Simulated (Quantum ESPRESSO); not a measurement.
Hf2TiO4F4, input and log of a self-consistent run

Simulated, not a measurement. The program is pw.x of Quantum ESPRESSO 7.5 (plane-wave density functional theory). The cell is made up: 11 atoms on a rutile lattice with one site empty, with randomly drawn elements, strain and displacements, not relaxed. PseudoDojo standard norm-conserving files (v0.5 for PBE, v0.4.1 for LDA and PBEsol) set the functional; there is no spin polarisation, spin-orbit coupling or dispersion term, and the masses in the input are unused placeholders.

The hafnium pseudopotential is less sure than the others, with forces about 3 percent (worst 6) and pressure in oxides about 1.5 GPa (worst 2.7) from a second method in checks, which no rerun with the same files tests.

Input:

```
&control calculation='scf', pseudo_dir='./dojo.nc.sr.pbe.v0_5.standard.upf', outdir='./o', disk_io='low', tprnfor=.true., tstress=.true. /
&system ibrav=0, nat=11, ntyp=4, nbnd=50, ecutwfc=105.61755193, nosym=.true., tot_charge=0,
 occupations='smearing', smearing='fd', degauss=0.0018374661
/
&electrons conv_thr=7.350e-09, electron_maxstep=60, /
ATOMIC_SPECIES
F 1.0 F.upf
Hf 1.0 Hf.upf
O 1.0 O.upf
Ti 1.0 Ti.upf
CELL_PARAMETERS angstrom
4.744 -0.055 -0.0298
-0.055 4.7434 -0.0399
-0.0388 -0.0519 6.2591
ATOMIC_POSITIONS angstrom
Hf -0.0059 -0.0205 -0.0882
Hf 2.2336 2.3975 1.5878
Ti -0.0339 -0.0134 3.1567
O 1.476 1.5096 0.052
O 3.1681 3.3974 0.0139
F 3.7928 0.8444 1.4659
O 0.8888 3.8634 1.5656
F 1.3301 1.447 3.1365
F 3.2213 3.1776 3.1453
F 3.8184 0.8551 4.7353
O 0.9443 3.7739 4.6652
K_POINTS automatic
7 7 6 1 1 1
```

The log is shortened where brackets say so; the opening notice, blank lines, dates and the lines on written files are dropped, and the path of the files is cut. It prints rydbergs, bohrs and kilobars, and counts compression as positive stress. With no partly filled state, the Fermi energy that it prints is only some level between the filled and the empty states on the mesh, and need not lie in the true gap.

```
     Program PWSCF v.7.5
     Parallel version (MPI & OpenMP), running on       4 processor cores
     Number of MPI processes:                 4
     Threads/MPI process:                     1
     [start-up lines left out]
     bravais-lattice index     =            0
     lattice parameter (alat)  =       8.9656  a.u.
     unit-cell volume          =     950.2476 (a.u.)^3
     number of atoms/cell      =           11
     number of atomic types    =            4
     number of electrons       =        88.00
     number of Kohn-Sham states=           50
     kinetic-energy cutoff     =     105.6176  Ry
     charge density cutoff     =     422.4702  Ry
     scf convergence threshold =      7.3E-09
     mixing beta               =       0.7000
     number of iterations used =            8  plain     mixing
     Exchange-correlation= PBE
                           (   1   4   3   4   0   0   0)
     [axes and pseudopotential details left out]
   Cartesian axes
     site n.     atom                  positions (alat units)
         1        Hf     tau(   1) = (  -0.0012436  -0.0043209  -0.0185903  )
         2        Hf     tau(   2) = (   0.4707854   0.5053313   0.3346674  )
         3        Ti     tau(   3) = (  -0.0071452  -0.0028244   0.6653511  )
         4        O      tau(   4) = (   0.3111028   0.3181848   0.0109603  )
         5        O      tau(   5) = (   0.6677539   0.7160845   0.0029298  )
         6        F      tau(   6) = (   0.7994246   0.1779778   0.3089740  )
         7        O      tau(   7) = (   0.1873362   0.8143053   0.3299882  )
         8        F      tau(   8) = (   0.2803508   0.3049904   0.6610935  )
         9        F      tau(   9) = (   0.6789671   0.6697563   0.6629483  )
        10        F      tau(  10) = (   0.8048204   0.1802331   0.9980793  )
        11        O      tau(  11) = (   0.1990341   0.7954410   0.9833041  )
     number of k points=   147  Fermi-Dirac smearing, width (Ry)=  0.0018
     Number of k-points >= 100: set verbosity='high' to print them.
     Dense  grid:   139277 G-vectors     FFT dimensions: (  60,  60,  80)
     Estimated max dynamical RAM per process >     714.44 MB
     Estimated total dynamical RAM >       2.69 GB
     Initial potential from superposition of free atoms
     starting charge      87.9947, renormalised to      88.0000
     Starting wfcs are   62 randomized atomic wfcs
     total cpu time spent up to now is       17.5 secs
     per-process dynamical memory:   628.0 Mb
     Self-consistent Calculation
     iteration #  1     ecut=   105.62 Ry     beta= 0.70
     Davidson diagonalization with overlap
     ethr =  1.00E-02,  avg # of iterations =  2.0
     total cpu time spent up to now is       50.3 secs
     total energy              =    -672.53054274 Ry
     estimated scf accuracy    <       4.44211063 Ry
     iteration #  2     ecut=   105.62 Ry     beta= 0.70
     Davidson diagonalization with overlap
     ethr =  5.05E-03,  avg # of iterations =  6.0
     total cpu time spent up to now is      101.9 secs
     total energy              =    -667.37729181 Ry
     estimated scf accuracy    <      80.41818249 Ry
     iteration #  3     ecut=   105.62 Ry     beta= 0.70
     Davidson diagonalization with overlap
     ethr =  5.05E-03,  avg # of iterations =  6.5
     total cpu time spent up to now is      151.9 secs
     total energy              =    -674.83532324 Ry
     estimated scf accuracy    <       2.75397620 Ry
     iteration #  4     ecut=   105.62 Ry     beta= 0.70
     Davidson diagonalization with overlap
     ethr =  3.13E-03,  avg # of iterations =  2.1
     total cpu time spent up to now is      184.9 secs
     total energy              =    -675.04802954 Ry
     estimated scf accuracy    <       0.86047064 Ry
     iteration #  5     ecut=   105.62 Ry     beta= 0.70
     Davidson diagonalization with overlap
     ethr =  9.78E-04,  avg # of iterations =  5.3
     total cpu time spent up to now is      221.1 secs
     total energy              =    -675.00413070 Ry
     estimated scf accuracy    <       0.44759294 Ry
     [iterations 6 to 13 left out]
     iteration # 14     ecut=   105.62 Ry     beta= 0.70
     Davidson diagonalization with overlap
     ethr =  2.03E-08,  avg # of iterations =  4.5
     total cpu time spent up to now is      555.6 secs
     total energy              =    -675.02596621 Ry
     estimated scf accuracy    <       0.00000424 Ry
     iteration # 15     ecut=   105.62 Ry     beta= 0.70
     Davidson diagonalization with overlap
     ethr =  4.82E-09,  avg # of iterations =  2.0
     total cpu time spent up to now is      586.4 secs
     total energy              =    -675.02596625 Ry
     estimated scf accuracy    <       0.00000068 Ry
     iteration # 16     ecut=   105.62 Ry     beta= 0.70
     Davidson diagonalization with overlap
     ethr =  7.69E-10,  avg # of iterations =  5.0
     total cpu time spent up to now is      624.4 secs
     total energy              =    -675.02596646 Ry
     estimated scf accuracy    <       0.00000016 Ry
     iteration # 17     ecut=   105.62 Ry     beta= 0.70
     Davidson diagonalization with overlap
     ethr =  1.85E-10,  avg # of iterations =  3.0
     total cpu time spent up to now is      656.6 secs
     total energy              =    -675.02596647 Ry
     estimated scf accuracy    <       0.00000002 Ry
     iteration # 18     ecut=   105.62 Ry     beta= 0.70
     Davidson diagonalization with overlap
     ethr =  2.53E-11,  avg # of iterations =  5.0
     total cpu time spent up to now is      695.2 secs
     End of self-consistent calculation
     Number of k-points >= 100: set verbosity='high' to print the bands.
     the Fermi energy is     7.6763 ev
!    total energy              =    -675.02596647 Ry
     estimated scf accuracy    <          6.5E-09 Ry
     smearing contrib. (-TS)   =      -0.00000019 Ry
     internal energy E=F+TS    =    -675.02596628 Ry
     The total energy is F=E-TS. E is the sum of the following terms:
     one-electron contribution =    -262.30961373 Ry
     hartree contribution      =     172.84864445 Ry
     xc contribution           =    -152.22572518 Ry
     ewald contribution        =    -433.33927182 Ry
     convergence has been achieved in  18 iterations
     Forces acting on atoms (cartesian axes, Ry/au):
     atom    1 type  2   force =     0.09644314   -0.08462795   -0.01742849
     atom    2 type  2   force =    -0.00510521    0.02852021   -0.23151709
     atom    3 type  4   force =     0.13775496   -0.13351830    0.10433294
     atom    4 type  3   force =    -0.06068177   -0.05335321    0.05928275
     atom    5 type  3   force =     0.03620934    0.00555361    0.08531752
     atom    6 type  1   force =    -0.02321938    0.04022806    0.09446855
     atom    7 type  3   force =    -0.06962708    0.05366655    0.10613540
     atom    8 type  1   force =    -0.04985606   -0.04949177    0.01957714
     atom    9 type  1   force =     0.07988741    0.06923256    0.03357581
     atom   10 type  1   force =    -0.03119075    0.03368927   -0.11355221
     atom   11 type  3   force =    -0.11061460    0.09010098   -0.14019231
     Total force =     0.490168     Total SCF correction =     0.000162
     Computing stress (Cartesian axis) and pressure
          total   stress  (Ry/bohr**3)                   (kbar)     P=       31.66
   0.00020098  -0.00011556   0.00013638           29.56      -17.00       20.06
  -0.00011556   0.00031284   0.00014956          -17.00       46.02       22.00
   0.00013638   0.00014956   0.00013190           20.06       22.00       19.40
     init_run     :     16.17s CPU     17.43s WALL (       1 calls)
     electrons    :    672.21s CPU    677.68s WALL (       1 calls)
     forces       :      7.49s CPU      7.52s WALL (       1 calls)
     stress       :     26.22s CPU     27.28s WALL (       1 calls)
     [timing details left out]
     PWSCF        :  12m 2.44s CPU  12m10.39s WALL
     JOB DONE.
```

In other units: free energy -9184.196 eV for the cell, pressure 3.17 GPa, largest force component 5.953 eV/Å. This run is the check on a run of the same cell at a cutoff of 1143 eV and k mesh 5 x 5 x 4: rerunning at a cutoff of 1437 eV and k mesh 7 x 7 x 6 moved values by no more than 0.004 eV in energy, 0.03 GPa in stress and 0.002 eV/Å in force.